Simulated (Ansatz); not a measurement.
With plane-wave PAW r²SCAN (Ansatz code), Ag in the A15 (β-W type) structure (Pm-3n) relaxes to a = 5.226 Å.

Electronic character: metallic (no gap). Gap from r²SCAN with spin–orbit coupling: none (metallic).

The bulk modulus is 96.1 GPa. The relaxed-ion elastic constants in GPa are C11 = 178, C12 = 55.1, C44 = -17.6.

The start of the workflow was typed in or built on a structure type; neither database checked (COD, Materials Project) lists it. It is not the phase usual at ambient conditions (space group No. 225). Symmetry was held in the r²SCAN relaxation. At this level the phase is mechanically unstable. The run is not spin-polarised. As this level gives no gap, shear constants depend on the k-mesh and smearing (Fermi–Dirac, 0.1 eV here). Spin–orbit coupling is left out wherever it is not named.

Potentials: the earlier of the program's two PAW sets.
